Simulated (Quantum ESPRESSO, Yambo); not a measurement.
**AlN: DFT and GW levels**

```cif
data_AlN
_chemical_formula_sum 'N1 Al1'
_space_group_name_H-M_alt 'P 1'
_space_group_IT_number 1
_cell_length_a 3.06404
_cell_length_b 3.06404
_cell_length_c 3.06404
_cell_angle_alpha 60.000
_cell_angle_beta 60.000
_cell_angle_gamma 60.000
loop_
_space_group_symop_operation_xyz
  'x, y, z'
loop_
_atom_site_label
_atom_site_type_symbol
_atom_site_fract_x
_atom_site_fract_y
_atom_site_fract_z
_atom_site_occupancy
N1 N 0.25000 0.25000 0.25000 1
Al1 Al 0.00000 0.00000 0.00000 1
```

Cell and atoms were relaxed with LDA from Materials Project entry mp-1700, within its symmetry.

Starting point: norm-conserving LDA (Quantum ESPRESSO, 84 Ry, scalar-relativistic). G0W0 in Yambo: 6×6×6 Γ-centred k mesh, 77 bands and a 14 Ry block in the screening, 77 bands in G with the Bruneval-Gonze terminator, plasmon pole fitted at 27.2 eV.

```
Quantity                                         Result
----------------------------------------------  -------
LDA gap along the band path                     3.27 eV
LDA gap between the mesh's edge points (Γ → X)  3.27 eV
G0W0 gap between the same points                4.86 eV
LDA smallest direct gap on the mesh (at Γ)      4.46 eV
G0W0 direct gap at that point                   6.10 eV
```

```tsv
k point	band	E LDA (eV)	E QP (eV)	shift (eV)	Z
Γ	VB	0.00	-1.05	-1.05	0.79
Γ	CB	4.46	5.05	0.59	0.82
X	VB	-1.82	-3.09	-1.26	0.79
X	CB	3.27	3.81	0.54	0.84
```

Energies count from the LDA valence-band maximum.

Nearest settings tried, and what they do to the gap: 23 bands in G: +59 meV. Not varied: bands in W, block, mesh. So the settings aren't converged at that level.

This is not the ordinary phase of the substance; no match was found in the copy of COD used, and its stability was not checked.
